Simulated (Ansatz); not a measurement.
La₂NCl₃ in space group Ibam (No. 72; La on 8j, N on 4a, Cl on 4b, Cl on 8j) at seven volumes, r²SCAN (plane waves, PAW; program Ansatz), shape and atoms relaxed at each. One row is withheld.

```csv
V (Å³/atom),P (GPa)
22.477,4.92
23.218,?
23.959,1.45
24.700,0.00
25.441,-1.29
26.182,-2.41
26.923,-3.37
```

Task: Fit the shown pressures and predict the withheld one.

Result: Third-order Birch–Murnaghan: P = (3/2)B₀(x^(7/2) − x^(5/2))[1 + (3/4)(B′ − 4)(x − 1)] with x = (V₀/V)^(2/3). Least squares on the six rows gives V₀ = 24.697 Å³/atom, B₀ = 45.07 GPa, B′ = 3.19. At V = 23.218, x = 1.0420 and P = 3.07 GPa. The run itself gave 3.09 GPa.

The first step of the workflow began from a Materials Project structure, measured or hypothetical; the Crystallography Open Database copy checked does not list it. Its standing as an ambient phase is unchecked. The r²SCAN relaxation kept the symmetry of its start; its stability against distortions is not shown here. Scalar-relativistic: spin–orbit coupling is off unless named, which matters more the heavier the elements.

Potentials: the later of the program's two PAW sets.
